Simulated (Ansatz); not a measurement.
W (bcc (W type), space group No. 229) at seven volumes, plane-wave PAW PBE+D3(BJ) (Ansatz code), scaled uniformly. One row is withheld.

| V (Å³/atom) | P (GPa) |
|---|---|
| 14.349 | ? |
| 14.822 | 22.63 |
| 15.295 | 10.47 |
| 15.768 | 0.00 |
| 16.241 | -8.94 |
| 16.714 | -16.54 |
| 17.187 | -22.99 |

**Question.** Fit the shown pressures and predict the withheld one.

**Answer.** P = (3/2)B₀(x^(7/2) − x^(5/2))[1 + (3/4)(B′ − 4)(x − 1)] with x = (V₀/V)^(2/3). Least squares on the six rows gives V₀ = 15.768 Å³/atom, B₀ = 321 GPa, B′ = 4.27. At V = 14.349, x = 1.0649 and P = 37.04 GPa. The run itself gave 36.68 GPa.

Space group Im-3m (bcc (W type)). The cell was relaxed with PBE+D3(BJ) under the symmetry of its start. No spin polarisation was allowed. The pairwise dispersion correction was not fitted to metals. Spin–orbit coupling is left out wherever it is not named.

Potentials: the later of the program's two PAW sets.
